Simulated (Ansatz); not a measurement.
SiGe (CsCl type, Pm-3m), PBEsol in the plane-wave PAW code Ansatz, all energies at zero smearing, with the estimated change up to a 700 eV cutoff added, with one set of potentials and settings (totals compare only within such a set). Cell of 2 atoms (1 Ge, 1 Si): -4874.167 eV.

| element | reference phase | E (eV/atom) |
|---|---|---|
| Ge | Fd-3m, 2 atoms in the cell | -4253.4978 |
| Si | Fd-3m, 2 atoms in the cell | -621.4920 |

Formation energy per atom, worked out: (-4874.167 − 1×(-4253.4978) − 1×(-621.4920))/2 = 0.412 eV/atom (40 kJ per mol of atoms), at 0 K, without zero-point energy or fitted corrections.

A made-up cell: these elements were put on the sites of a structure type; neither database checked (COD, Materials Project) lists it. Its standing as an ambient phase is unchecked. Symmetry was held in the PBEsol relaxation. At this level the phase is mechanically unstable. The references are the lowest solids computed at this level, not always the standard phases.

Potentials: the later of the program's two PAW sets.
